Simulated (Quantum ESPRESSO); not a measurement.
Band energies of KSc$_{2}$F$_{7}$

```
KSc2F7
1.0
    3.27207    -5.29481     0.00000
    3.27207     5.29481     0.00000
    0.00000     0.00000     4.04834
F K Sc
7 1 2
Direct
  0.29680   0.70320   0.00000
  0.70320   0.29680   0.00000
  0.33323   0.04529   0.50000
  0.66677   0.95471   0.50000
  0.04529   0.33323   0.50000
  0.95471   0.66677   0.50000
  0.50000   0.50000   0.50000
  0.00000   0.00000   0.00000
  0.30658   0.69342   0.50000
  0.69342   0.30658   0.50000
```

norm-conserving PBEsol (Quantum ESPRESSO, 84 Ry, without SOC); path ΓXSRAZΓYX1A1TY,ZT; energies in eV from the valence-band maximum.

```csv
k (1/Å),point,band 36,band 37,band 38,band 39,band 40,band 41,band 42,band 43
0.00,Γ,-0.92,-0.76,-0.30,-0.09,0.00,6.11,6.23,6.30
0.44,,-0.82,-0.79,-0.64,-0.15,-0.10,6.02,6.13,6.26
0.66,X,-0.79,-0.70,-0.64,-0.09,-0.08,5.91,6.18,6.22
0.66,S,-0.78,-0.65,-0.64,-0.28,-0.05,5.99,6.14,6.25
1.05,,-0.75,-0.66,-0.62,-0.31,-0.05,6.34,6.51,6.58
1.44,R,-0.68,-0.60,-0.56,-0.35,-0.05,6.72,6.89,6.95
1.44,A,-0.70,-0.68,-0.56,-0.10,-0.08,6.67,6.91,6.94
1.66,,-0.73,-0.64,-0.59,-0.15,-0.14,6.75,6.85,6.97
2.10,Z,-0.58,-0.54,-0.36,-0.15,-0.02,6.85,6.91,6.95
2.49,,-0.72,-0.72,-0.33,-0.12,-0.01,6.48,6.55,6.60
2.88,Γ,-0.92,-0.76,-0.30,-0.09,0.00,6.11,6.23,6.30
3.27,,-0.71,-0.68,-0.66,-0.10,-0.02,5.92,6.12,6.31
3.47,Y,-0.66,-0.66,-0.65,-0.05,-0.03,5.87,6.13,6.31
3.47,X1,-0.79,-0.70,-0.64,-0.09,-0.08,5.91,6.18,6.22
3.60,,-0.79,-0.70,-0.65,-0.09,-0.08,5.95,6.23,6.27
3.86,,-0.82,-0.72,-0.68,-0.09,-0.07,6.27,6.54,6.57
4.12,,-0.70,-0.69,-0.58,-0.10,-0.08,6.62,6.86,6.89
4.25,A1,-0.70,-0.68,-0.56,-0.10,-0.08,6.67,6.91,6.94
4.40,,-0.73,-0.67,-0.54,-0.06,-0.04,6.64,6.88,7.00
4.54,T,-0.71,-0.66,-0.53,-0.04,-0.02,6.63,6.87,7.02
4.67,,-0.74,-0.66,-0.56,-0.04,-0.02,6.58,6.82,6.97
4.93,,-0.77,-0.71,-0.68,-0.04,-0.02,6.23,6.50,6.66
5.19,,-0.69,-0.66,-0.64,-0.05,-0.03,5.91,6.18,6.35
5.32,Y,-0.66,-0.66,-0.65,-0.05,-0.03,5.87,6.13,6.31
5.32,Z,-0.58,-0.54,-0.36,-0.15,-0.02,6.85,6.91,6.95
5.56,,-0.59,-0.53,-0.33,-0.24,-0.02,6.75,6.86,7.03
5.91,T,-0.71,-0.66,-0.53,-0.04,-0.02,6.63,6.87,7.02
```

The PBEsol gap is indirect, 5.87 eV, from Γ to Y; the smallest direct gap is 5.89 eV.

Geometry of the Materials Project entry, not relaxed at this level.

The structure is a Materials Project entry; no match was found in the copy of COD used, and its stability was not checked.

Letters of k points follow the standard setting of the lattice, whose axes may be ordered differently from the printed cell.
